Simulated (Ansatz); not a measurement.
In2Au:
```
In2Au
1.0
    0.00000     3.23204     3.23204
    3.23204     0.00000     3.23204
    3.23204     3.23204     0.00000
In Au
2 1
Direct
  0.75000   0.75000   0.75000
  0.25000   0.25000   0.25000
  0.00000   0.00000   0.00000
```

Relaxed with LDA. Special points in fractions of this cell's reciprocal vectors: Γ (0.000, 0.000, 0.000); X (0.500, 0.000, 0.500); U (0.625, 0.250, 0.625); K (0.375, 0.375, 0.750); L (0.500, 0.500, 0.500); W (0.500, 0.250, 0.750).

### Question
List the band energies nearest the Fermi level at these points for the program Ansatz at the LDA level (PAW).

### Answer
In eV from the Fermi level; about four levels below and three above (degenerate sets whole), none deeper than 8.9 eV; points with the same levels are listed once.

```
k                          below                above
-  -----------------------------  -------------------
Γ  -5.74 -5.74 -5.74 -4.83 -4.83  0.23 3.14 3.14 3.14
X        -4.30 -1.96 -1.96 -0.25       2.46 9.08 9.08
U        -4.84 -4.38 -3.41 -1.19       1.08 4.46 6.67
L  -5.45 -5.45 -4.84 -4.84 -4.73       0.85 0.85 1.77
W        -4.61 -3.97 -3.97 -2.18       3.68 3.68 5.12
```

Space group Fm-3m (fluorite or antifluorite type). The first step of the workflow began from a Materials Project structure, measured or hypothetical; the Crystallography Open Database files this formula in space group No. 225, but the cells were not matched. Its standing as an ambient phase is unchecked. The LDA relaxation kept the symmetry of its start; of distortions, only those at the zone centre were tested. Scalar-relativistic: spin–orbit coupling is off unless named, which matters more the heavier the elements.

Potentials: the later of the program's two PAW sets.
